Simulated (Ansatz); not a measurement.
Values for one crystal, relaxed and computed with plane-wave PAW PBE (Ansatz code); other levels are named.

```yaml
volume_per_atom: 12.41 Å³
electronic_character: metallic (no gap)
Density of states at the Fermi level: 0.97 states/eV per atom (mean over ±0.08 eV)
Formation energy from the elements (no fitted shifts): -0.27 eV/atom
```

**Question.** Pick the material that matches.
A. AlPd, Cmcm (Al on 4c, Pd on 4c)
B. AgW, Pmma (W on 2e, Ag on 2f)
C. AlCo, Cmcm (Al on 4c, Co on 4c)
D. Nb3Sn, Fm-3m (Sn on 4a, Nb on 4b, Nb on 8c)

**Answer.** C, AlCo, Cmcm (Al on 4c, Co on 4c)

The start of the workflow was typed in or built on a structure type; neither database checked (COD, Materials Project) lists it. Its standing as an ambient phase is unchecked. The PBE relaxation kept the symmetry of its start; its stability against distortions is not shown here. Magnetic state: ferromagnetic, the only order run, not a proven ground state. The references are the lowest solids computed at this level, not always the standard phases.

Potentials: the earlier of the program's two PAW sets.
